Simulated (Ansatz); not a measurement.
InGaN$_{2}$ in space group P3m1 (No. 156; In on 1a, Ga on 1c, N on 1c, N on 1a), plane-wave PAW LDA (Ansatz code). The conduction-band minimum lies at Γ, with 1 equivalent valley. Second derivatives d²E/dk² of the lowest band at one valley (eV·Å²), along Cartesian directions:

```json
[
 {"direction": "[100]", "d²E/dk²": "110.6"},
 {"direction": "[010]", "d²E/dk²": "110.6"},
 {"direction": "[001]", "d²E/dk²": "91.78"},
 {"direction": "[110]", "d²E/dk²": "110.6"},
 {"direction": "[101]", "d²E/dk²": "101.2"},
 {"direction": "[011]", "d²E/dk²": "101.2"}
]
```

**Question.** Find the principal effective masses, the density-of-states mass and the conductivity mass.

**Answer.** Off-diagonal terms follow from H_xy = H[110] − (H_xx + H_yy)/2, and m*/mₑ = 7.620 eV·Å² over each eigenvalue: 0.069, 0.069, 0.083. One valley's DOS mass (m₁m₂m₃)^(1/3) = 0.073, conductivity mass 3/(Σ 1/mᵢ) = 0.073 mₑ.

**Question.** What effective density of states Nc follows at 300 K for parabolic valleys?

**Answer.** Nc = 2.509e19 × 1 × (0.073)^(3/2) ≈ 4.9e17 cm⁻³.

The first step of the workflow began from a Materials Project structure, measured or hypothetical; the Crystallography Open Database copy checked does not list it. With In and Ga taken as one species the cell has the higher symmetry P6_3mc, so it may be an ordered model of a mixed-site phase. Whether it is the stable phase at ambient conditions was not checked. The LDA relaxation kept the symmetry of its start; of distortions, only those at the zone centre were tested. Scalar-relativistic: spin–orbit coupling is off unless named, which matters more the heavier the elements.

Potentials: the later of the program's two PAW sets.

Edges and masses are those of Kohn–Sham bands, whose gap is no quasiparticle gap.
